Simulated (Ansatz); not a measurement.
This guess for AlFeC6N6 is about to be relaxed.

Space group Fm-3m (No. 225). a = 10.141 Å, b = 10.141 Å, c = 10.141 Å, α = 90.00°, β = 90.00°, γ = 90.00°
```tsv
atom	site	symmetry	x	y	z
Al	4b	m-3m	0.5000	0.0000	0.0000
Fe	4a	m-3m	0.0000	0.0000	0.0000
C	24e	4m.m	0.1911	0.0000	0.0000
N	24e	4m.m	0.3065	0.0000	0.0000
```

Level of theory: DFT PBE, scalar-relativistic, plane waves, PAW (Ansatz 0.2.0). Cutoff 420 eV, Gaussian smearing, Γ-centred meshes. Cell and atoms relax first on a coarse mesh and then on a finer one. In between, the cell is made exact in the group found at 0.06 Å. In metals the finer mesh still leaves noise of several meV/atom or more. The steps can't lower the symmetry of their start. Collinear spin, starting moments Fe 4.0 μB.

A guess keeps its type if space group and coordination stay and the shape of the cell changes little (axis ratios within about 15 %, angles within 6°); the volume may change.

Question: Will the relaxed cell still be of the starting type?

Answer: It keeps its type. The symmetry stays Fm-3m (No. 225). The volume per atom shrinks by 2.1 %, from 18.6 to 18.2 Å³. The shortest distance stays 1.17 Å (C–N). Counting neighbours within 15 % of an atom's shortest distance, the start has Al 6, C 1, Fe 6, N 1 and the end Al 6, C 1, Fe 6, N 1.

The zero of energy is the elements' standard structures at the same level (N₂ as a molecule); no fitted shifts are applied.

Question: At what energy does it end?

Answer: +0.07 eV/atom. A positive value: parting into the elements would lower its energy.

The last run used collinear spin, an 8×8×8 mesh for its 14-atom cell and Gaussian smearing of 0.10 eV. The reference form of C is held partly by dispersion forces, which this level lacks. The magnetic state reached may not be the lowest. Symmetry constrained the relaxation, so the result can be a saddle point.
